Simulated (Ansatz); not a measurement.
NiGe (CsCl type, space group No. 221) under volume change, the program Ansatz at the PBEsol level (PAW), scaled uniformly.

```csv
V (Å³/atom),E − E(relaxed) (meV/atom),P (GPa)
11.433,58.2,18.25
11.810,[?],[?]
12.187,5.7,4.96
12.563,0.0,0.00
12.940,5.2,-4.30
13.317,[?],[?]
13.694,41.7,-10.83
```

Problem. What belongs in the gaps?

Solution. 
- 11.810, E − E(relaxed) (meV/atom): 24.1
- 11.810, P (GPa): 10.95
- 13.317, E − E(relaxed) (meV/atom): 19.7
- 13.317, P (GPa): -7.87

Problem. What does a third-order Birch–Murnaghan fit give for V₀, B₀ and B′?

Solution. V₀ = 12.56 Å³/atom, B₀ = 154 GPa, B′ = 4.9.

Space group Pm-3m (CsCl type). The cell is a constructed one: a structure type filled with these elements; neither database checked (COD, Materials Project) lists it. COD files the formula under space group No. 62. Whether it is the stable phase at ambient conditions was not checked. Symmetry was held in the PBEsol relaxation; whether a distortion lowers the energy is not shown. The workflow began spin-polarised and lost its moments. Spin–orbit coupling is left out wherever it is not named.

Potentials: the later of the program's two PAW sets.
